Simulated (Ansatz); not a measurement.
HgPt:
```xyz
2
Lattice="3.0023 0.0000 0.0000 0.0000 3.0023 0.0000 0.0000 0.0000 3.9039" Properties=species:S:1:pos:R:3 pbc="T T T"
Hg     0.0000     0.0000     0.0000
Pt     1.5011     1.5011     1.9520
```

Relaxed with r²SCAN.

Task: Which orbitals make up the states near the Fermi level in plane-wave PAW r²SCAN (Ansatz code)?

Result: Within 0.5 eV of the Fermi level: Pt 5d 45 %, Hg 6s 15 %, Pt 6s 14 %, outside the projected shells 22 %. Projections are on Löwdin-orthogonalised atomic valence shells; empty p or d shells of many metals are not among them.

Task: Tabulate the density of states.

Result: States/eV per cell of 2 atoms, in 0.25 eV bins, energy from the Fermi level.

```csv
E (eV),total,Pt 5d,Hg 5d,Hg 6s
-7.85,5.08,0.35,4.49,0.14
-7.60,5.49,0.30,4.97,0.14
-7.35,6.31,0.29,5.83,0.13
-7.10,4.19,0.16,3.76,0.20
-6.85,1.84,0.09,1.48,0.19
-6.60,0.97,0.10,0.53,0.25
-6.35,0.75,0.10,0.38,0.19
-6.10,0.64,0.10,0.28,0.16
-5.85,0.49,0.12,0.11,0.15
-5.60,0.52,0.14,0.12,0.14
-5.35,0.56,0.17,0.12,0.14
-5.10,0.63,0.22,0.14,0.14
-4.85,0.87,0.38,0.20,0.16
-4.60,0.87,0.45,0.16,0.13
-4.35,1.09,0.68,0.16,0.11
-4.10,1.87,1.41,0.17,0.07
-3.85,2.89,2.35,0.19,0.07
-3.60,2.63,2.22,0.15,0.04
-3.35,2.77,2.35,0.15,0.06
-3.10,2.99,2.54,0.17,0.06
-2.85,2.41,2.02,0.15,0.06
-2.60,3.25,2.81,0.19,0.06
-2.35,2.09,1.82,0.09,0.03
-2.10,2.84,2.56,0.09,0.05
-1.85,3.67,3.32,0.15,0.06
-1.60,4.36,3.88,0.26,0.08
-1.35,3.07,2.65,0.17,0.08
-1.10,1.39,1.09,0.06,0.08
-0.85,0.80,0.52,0.04,0.08
-0.60,0.70,0.41,0.03,0.08
-0.35,0.63,0.35,0.03,0.08
-0.10,0.53,0.25,0.02,0.08
0.15,0.45,0.16,0.02,0.08
0.40,0.45,0.15,0.02,0.08
0.65,0.51,0.17,0.01,0.08
0.90,0.93,0.38,0.01,0.10
1.15,0.77,0.25,0.01,0.12
1.40,0.70,0.18,0.01,0.14
1.65,0.71,0.15,0.01,0.20
1.90,0.65,0.11,0.01,0.19
2.15,0.54,0.09,0.01,0.12
2.40,0.55,0.08,0.01,0.13
2.65,0.67,0.10,0.01,0.20
2.90,0.77,0.11,0.01,0.22
3.15,0.61,0.07,0.01,0.15
3.40,0.58,0.06,0.01,0.12
3.65,0.55,0.05,0.01,0.10
3.90,0.58,0.04,0.01,0.09
4.15,0.69,0.04,0.01,0.10
4.40,0.71,0.04,0.01,0.10
4.65,0.69,0.03,0.01,0.08
```

Space group P4/mmm (L1₀ or tetragonal B2). The workflow started from an entry of the Crystallography Open Database (COD). Its standing as an ambient phase is unchecked. The cell was relaxed with r²SCAN under the symmetry of its start; whether a distortion lowers the energy is not shown. The run is not spin-polarised. Scalar-relativistic: spin–orbit coupling is off unless named, which matters more the heavier the elements.

Potentials: the later of the program's two PAW sets.
